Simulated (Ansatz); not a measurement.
Rocksalt TePb (100), 2 layers, DFT, PBE, all-electron LAPW, scalar-relativistic (Ansatz 0.2.0), on 1 thread of Intel(R) Xeon(R) Platinum 8259CL CPU @ 2.50GHz (Skylake/Cascade Lake) (shared host).

Command: `ansatz run input.yaml --threads 1 --pin off --max-ram 3584MiB --backend cpu --events-out ev --progress --plain --runs-dir out`

```yaml
crystal:
  lattice:
    - [4.6436706515, 0.0, 0.0]
    - [0.0, 4.6436706515, 0.0]
    - [0.0, 0.0, 19.2836]
  atoms:
    - { symbol: Pb, position: [0.0, 0.0, 0.4148610475] }
    - { symbol: Te, position: [0.5, 0.5, 0.4148610475] }
    - { symbol: Pb, position: [0.5, 0.5, 0.5851389525] }
    - { symbol: Te, position: [0.0, 0.0, 0.5851389525] }
kpoints:
  mp_grid: { grid: [6, 6, 1] }
scf:
  occupations: { method: fermi_dirac, width: 0.02 }
hamiltonian:
  xc: pbe
  pseudopotentials: { kind: all_electron, lapw: { basis_error: 0.001 } }
output:
  forces: true
  stress: true
  eigenvalues: true
  populations: true
  dos: { projected: true, de: 0.2, e_range: [-14, 8] }
efield:
  axis: 3
  amplitude: 0
  dipole_correction: true
```

(1) How large is the problem that the program sets up?

(2) About how long does it take, and how much memory?

## Answers

(1) 10 irreducible k-points, 2053 plane waves at Γ, 72 bands.

(2) 64 s of wall time for 10 SCF iterations, with a peak of 0.56 GiB. Times on shared machines scatter by tens of per cent.
